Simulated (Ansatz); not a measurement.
# NbH2: a sublattice moved along a line

Computed with DFT r2SCAN, scalar-relativistic, plane waves, PAW in Ansatz. Settings: plane waves to 500 eV, k-mesh 18×18×18 (Γ-centred), Gaussian smearing 0.15 eV. No spin polarisation. Energies are free energies at this smearing, counted from the undisturbed cell; pressure is positive in compression.

The starting cell (as given, not relaxed at this level; it stands at -1.9 GPa, and it needn't be the usual structure):

```
Nb H
1.0
     0.00000    2.28150    2.28150
     2.28150    0.00000    2.28150
     2.28150    2.28150    0.00000
Nb H
1 2
Direct
  0.00000 0.00000 0.00000
  0.25000 0.25000 0.25000
  0.75000 0.75000 0.75000
```

Every H atom is moved by x along the Cartesian unit vector (0.000, 0.000, -1.000); the cell and all other atoms stay fixed. The cell is metallic on the mesh throughout.

```csv
x (Å),ΔE (meV/cell),force along x on the moved atoms (eV/Å),pressure (GPa)
-0.2000,159.6,1.64,0.8
-0.1000,39.1,0.78,-1.2
0.0000,0.0,0.00,-1.9
0.0250,2.5,-0.20,-1.9
0.0500,9.8,-0.39,-1.7
0.0750,22.0,-0.59,-1.5
0.1250,?,-0.99,?
0.1500,88.6,-1.20,-0.4
0.1750,121.4,?,?
```

By symmetry 0.2000 repeats -0.2000, -0.1500 repeats 0.1500, 0.1000 repeats -0.1000, -0.0500 repeats 0.0500 in energy, with the opposite slope along the path.

Give the withheld values.

ΔE (meV/cell) at x (Å) = 0.1250: 61.2; pressure (GPa) at x (Å) = 0.1250: -0.8; force along x on the moved atoms (eV/Å) at x (Å) = 0.1750: -1.42; pressure (GPa) at x (Å) = 0.1750: 0.2.